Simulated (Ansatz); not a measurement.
## Comparing deformations in Cu

Method: DFT r2SCAN, scalar-relativistic, plane waves, PAW in Ansatz. Settings: plane waves to 500 eV, k-mesh 28×28×28 (Γ-centred), Gaussian smearing 0.15 eV. No spin polarisation. Energies are free energies at this smearing, counted from the undisturbed cell; pressure is positive in compression.

The starting cell (relaxed at this level; with this scan's settings it stands at -0.1 GPa):

```
CELL_PARAMETERS angstrom
0.00000 1.78844 1.78844
1.78844 0.00000 1.78844
1.78844 1.78844 0.00000
ATOMIC_POSITIONS crystal
Cu 0.00000 0.00000 0.00000
```

The cell is strained by ε times a Voigt pattern (xx, yy, zz, yz, xz, xy; engineering shear) with fractional coordinates fixed. τ = (1/V0) dE/dε comes from the stress tensor. Of each scan, only the three points used here are listed.

| pattern | ε | τ (GPa) |
| --- | --- | --- |
| (0, 0, 0, 0, 0, 1) | -0.0100 | -0.98 |
| (0, 0, 0, 0, 0, 1) | 0.0000 | 0.00 |
| (0, 0, 0, 0, 0, 1) | 0.0050 | 0.49 |
| (0, 1, 0, 0, 0, 0) | -0.0100 | -2.06 |
| (0, 1, 0, 0, 0, 0) | 0.0000 | 0.05 |
| (0, 1, 0, 0, 0, 0) | 0.0050 | 1.07 |

Q: Which constants do the scans give, and which deformation costs least for the same size of strain tensor?

A: The slope dτ/dε at zero (parabola through three points) is pᵀCp: (0, 0, 0, 0, 0, 1) gives C44 = 98 GPa; (0, 1, 0, 0, 0, 0) gives C11 = 206 GPa. The size of the strain tensor, ε:ε, is ε² times 0.5, 1.0. Per unit of it the stiffnesses are 196, 206 GPa, so (0, 0, 0, 0, 0, 1) is the softest of these: at ε:ε = (1 %)² the quadratic term costs 0.70 meV/atom against 0.74 for the stiffest.

In a metal these slopes depend on the k mesh and the smearing.

Cost: 10 runs of about 14 core-minutes in all, on Intel Xeon Processor @ 2.50GHz (Skylake/Cascade Lake) (shared hosts).